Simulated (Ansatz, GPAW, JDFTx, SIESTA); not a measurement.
## One calculation of Si, 4 ways

```
Si
1.0
     2.62054    0.00000    0.00000
    -1.31027    2.26946    0.00000
     0.00000    0.00000    2.46635
Si
1
Direct
  0.00000 0.00000 0.00000
```

This isn't the form of Si at room conditions, which is diamond.

Alike in all runs: task single point; functional PBEsol; k mesh 12 × 12 × 11; occupations fermi-dirac, width 0.05 eV; no spin polarisation; no spin-orbit coupling. Pressure is positive in compression and, in plane waves, holds the error of the finite cutoff.

| program and potentials | plane-wave cutoff (eV) | notes | pressure (GPa) |
| --- | --- | --- | --- |
| Ansatz, all-electron LAPW, scalar-relativistic | - | - | 0.55 |
| SIESTA, files PseudoDojo sr-pbesol-0.4.1-standard, DZP (energy shift 0.003 Ry) | - | atomic basis | 1.30 |
| JDFTx, PseudoDojo-SR-PBEsol-0.4.1-standard with smoothed tails | 490 | - | 0.45 |
| GPAW, PAW data sets generated for this functional | 600 | - | ? |

Q: Estimate from the other rows what the run with GPAW, PAW data sets generated for this functional gave.

A: Pressure 1.04 GPa. The other rows, which needn't bracket it: pressure 0.45 to 1.30.
